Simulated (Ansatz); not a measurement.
## Relaxing an invented ScAl3P2 structure

Computed with Ansatz, DFT PBE, scalar-relativistic, plane waves, PAW. Cutoff 420 eV, Gaussian smearing, Γ-centred meshes. Cell and atoms relax first on a coarse mesh and then on a finer one. In between, the cell is made exact in the group found at 0.06 Å. In metals the finer mesh still leaves noise of several meV/atom or more. The steps can't lower the symmetry of their start. No spin polarisation in the relaxation; trial moments died out in a coarse test.

A trial structure of ScAl3P2 was built thus: random cell by space group and Wyckoff sites (P4/mmm, No. 123). Lengths were set from tabulated atomic sizes, so they are only a guess.

```xyz
6
Lattice="4.5813 0.0000 0.0000 0.0000 4.5813 0.0000 0.0000 0.0000 5.8768" Properties=species:S:1:pos:R:3 pbc="T T T"
Sc    0.0000    0.0000    0.0000
Al    2.2907    0.0000    2.9384
Al    0.0000    2.2907    2.9384
Al    0.0000    0.0000    2.9384
P     2.2907    2.2907    0.9085
P     2.2907    2.2907    4.9683
```

Energies over the elements count from the elements' standard structures at the same level, with no fitted energy shifts. The references include black phosphorus.

Question: Describe the relaxed structure.

Answer: The symmetry stays P4/mmm (No. 123). The volume per atom grows by 1.1 %, from 20.6 to 20.8 Å³. The shortest distance goes from 1.82 Å (P–P) to 2.20 Å (P–P). The ratio c/a of the conventional cell changes by a factor of 0.83. The energy falls by about 0.30 eV/atom (the start's value is from the coarse mesh). Conventional cell: a = 4.884 Å, c = 5.227 Å. Around Sc lie 2 Al at 2.61 Å; Al on a site of symmetry mmm has 2 Al at 2.44 Å and 4 P at 2.87 Å; Al on a site of symmetry 4/mmm is surrounded by 4 Al at 2.44 Å and 2 Sc at 2.61 Å; P has 1 P at 2.20 Å and 4 Al at 2.87 Å.

```xyz
6
Lattice="4.8839 0.0000 0.0000 0.0000 4.8839 0.0000 0.0000 0.0000 5.2266" Properties=species:S:1:pos:R:3 pbc="T T T"
Sc    0.0000    0.0000    0.0000
Al    2.4420    0.0000    2.6133
Al    0.0000    2.4420    2.6133
Al    0.0000    0.0000    2.6133
P     2.4420    2.4420    1.0988
P     2.4420    2.4420    4.1278
```

Question: Give its energy and gap.

Answer:

| Item | Value |
| --- | --- |
| Energy over the elements | +0.32 eV/atom |
| Gap on the 8×8×8 mesh of the 6-atom cell | 0 eV (a metal) |

It can't be a ground state, since the elements alone are lower.

The last run used Gaussian smearing of 0.10 eV. The reference form of P is held partly by dispersion forces, which this level lacks. A structure relaxed within its symmetry needn't be a true minimum. Another cell of ScAl3P2 relaxed alike, in P-4m2, lies 0.75 eV/atom lower, so this cell isn't the stable form at this level.
